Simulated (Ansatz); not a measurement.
With r²SCAN in the plane-wave PAW code Ansatz, Y in the bcc (W type) structure (Im-3m) relaxes to a = 4.066 Å.

Electronic character: metallic (no gap). Gap from r²SCAN with spin–orbit coupling: none (metallic).

The bulk modulus is 39.2 GPa. The relaxed-ion elastic constants in GPa are C11 = 41.8, C12 = 37.6, C44 = 22.1.

The start of the workflow was typed in or built on a structure type; neither database checked (COD, Materials Project) lists it. It is not the phase usual at ambient conditions (space group No. 194). The r²SCAN relaxation kept the symmetry of its start; its stability against distortions is not shown here. The run is not spin-polarised. As this level gives no gap, shear constants depend on the k-mesh and smearing (Fermi–Dirac, 0.1 eV here). Spin–orbit coupling is left out wherever it is not named.

Potentials: the later of the program's two PAW sets.
